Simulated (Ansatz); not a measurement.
One stationary structure of CdO. These are PBEsol (plane waves to 420 eV, PAW, scalar-relativistic; Ansatz, a first-principles code) values and carry that method's errors.

```cif
data_CdO
_chemical_formula_sum 'Cd1 O1'
_space_group_name_H-M_alt 'P 1'
_space_group_IT_number 1
_cell_length_a 3.31693
_cell_length_b 3.31693
_cell_length_c 3.31693
_cell_angle_alpha 60.000
_cell_angle_beta 60.000
_cell_angle_gamma 60.000
loop_
_space_group_symop_operation_xyz
  'x, y, z'
loop_
_atom_site_label
_atom_site_type_symbol
_atom_site_fract_x
_atom_site_fract_y
_atom_site_fract_z
_atom_site_occupancy
Cd1 Cd 0.00000 0.00000 0.00000 1
O1 O 0.50000 0.50000 0.50000 1
```

**Question.** Find the space group and the Wyckoff positions (tolerance 0.01 Å).

**Answer.** Space group Fm-3m (No. 225); a = b = c = 4.6908 Å, α = β = γ = 90.00°

| atom | site | symmetry | x | y | z |
|---|---|---|---|---|---|
| Cd | 4a | m-3m | 0.0000 | 0.0000 | 0.0000 |
| O | 4b | m-3m | 0.5000 | 0.5000 | 0.5000 |

This is the rock salt type.

**Question.** Give the shortest distances between elements (the closest pairs, up to four, under 3.6 Å).

**Answer.** Cd–O 2.35 Å; Cd–Cd 3.32 Å; O–O 3.32 Å.

- Volume per atom: 12.90 Å³
- Band gap: no gap (metallic)

No spin polarisation in the result.

Measured for CdO: a 4.696 Å (as listed in Priya Gopal et al., Physical Review B (2015)); gap 0.84 eV (0 K or low temperature; as listed in E. Menéndez-Proupin et al., Physical Review B (2004)). Computed minus measured — a: PBEsol -0.1 %; gap: PBEsol -0.84 eV. The computed values are for a static lattice, and a measured gap can be an optical one, lowered by exciton binding.

It was reached from a disturbed copy of a I4/mcm (No. 140) cell, against which it lies -0.25 eV/atom.
